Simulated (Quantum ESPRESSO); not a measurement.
# Band energies of Au

```
CELL_PARAMETERS angstrom
      0.00000     2.08564     2.08564
      2.08564     0.00000     2.08564
      2.08564     2.08564     0.00000
ATOMIC_POSITIONS crystal
  Au 0.00000 0.00000 0.00000
```

PBEsol (Quantum ESPRESSO, PseudoDojo norm-conserving, 76 Ry, no spin-orbit coupling); path ΓXWKΓLUWLK,UX; energies in eV from the Fermi level.

```
k (1/Å)  point  band 6  band 7  band 8  band 9  band 10  band 11  band 12  band 13
-------  -----  ------  ------  ------  ------  -------  -------  -------  -------
0.00         Γ   -4.30   -4.30   -4.30   -2.92    -2.92    14.55    18.19    18.19
0.32             -4.54   -4.08   -4.08   -3.17    -2.82    15.09    16.92    17.62
0.75             -5.31   -3.66   -3.18   -3.18    -2.42    14.29    14.29    15.63
1.18             -5.99   -2.00   -1.98   -1.98    -1.26     8.64    10.80    10.80
1.51         X   -6.17   -1.88   -1.56   -1.56     1.16     5.30     9.81     9.81
1.61             -6.14   -1.92   -1.75   -1.56     1.40     5.25     9.72     9.75
2.04             -5.42   -3.80   -2.75   -1.55     4.37     4.54     7.71     9.15
2.26         W   -4.71   -4.71   -3.05   -1.55     4.39     6.10     6.10     9.06
2.53             -5.24   -3.96   -2.84   -1.72     3.94     4.94     7.04    10.43
2.79         K   -5.33   -3.51   -2.66   -1.96     3.64     4.52     7.09    12.22
2.89             -5.06   -3.87   -2.86   -2.11     2.91     5.45     6.86    13.08
3.29             -4.74   -4.49   -3.43   -2.87    -0.07     7.94     9.46    16.20
3.69             -4.80   -4.04   -3.64   -3.42    -2.14    11.81    13.52    17.93
4.09             -4.44   -4.17   -4.13   -3.06    -2.89    14.94    16.14    17.82
4.39         Γ   -4.30   -4.30   -4.30   -2.92    -2.92    14.55    18.19    18.19
4.49             -4.31   -4.28   -4.28   -2.93    -2.93    14.60    17.82    18.24
4.89             -4.51   -4.04   -4.04   -2.94    -2.94    12.93    15.60    19.16
5.19             -4.11   -4.11   -3.97   -2.50    -2.50     8.51    15.03    18.55
5.59             -4.31   -4.31   -1.88   -1.88    -1.07     3.25    14.03    16.73
5.69         L   -4.32   -4.32   -1.84   -1.84    -0.70     2.78    13.99    16.64
6.00             -4.54   -4.05   -3.03   -1.89     0.91     2.76    13.70    15.22
6.41             -4.99   -3.94   -3.07   -2.02     2.94     4.08     8.55    13.37
6.62         U   -5.33   -3.51   -2.66   -1.96     3.64     4.52     7.09    12.22
6.83             -5.28   -3.82   -2.78   -1.78     3.84     4.79     7.07    10.92
7.15         W   -4.71   -4.71   -3.05   -1.55     4.39     6.10     6.10     9.06
7.25             -4.77   -4.69   -3.04   -1.60     4.11     5.85     6.55     9.32
7.54             -5.12   -4.28   -3.20   -1.95     3.01     3.76     9.80    11.55
7.92             -4.52   -4.07   -2.96   -1.89     0.79     2.76    14.04    14.70
8.21         L   -4.32   -4.32   -1.84   -1.84    -0.70     2.78    13.99    16.64
8.31             -4.35   -4.30   -2.06   -1.85    -0.45     2.78    14.02    16.41
8.68             -4.73   -3.73   -3.63   -1.95     2.02     2.80    11.97    15.00
9.04             -5.17   -3.72   -2.81   -2.01     3.27     4.67     7.35    12.69
9.14         K   -5.33   -3.51   -2.66   -1.96     3.64     4.52     7.09    12.22
9.14         U   -5.33   -3.51   -2.66   -1.96     3.64     4.52     7.09    12.22
9.31             -5.79   -2.77   -2.28   -1.74     3.00     4.63     7.98    10.95
9.67         X   -6.17   -1.88   -1.56   -1.56     1.16     5.30     9.81     9.81
```

A metal at this level: along this path band 10 crosses the Fermi level.

Spin-orbit coupling is left out; for elements this heavy it splits bands near the Fermi level.

Geometry of the Materials Project entry, not relaxed at this level.
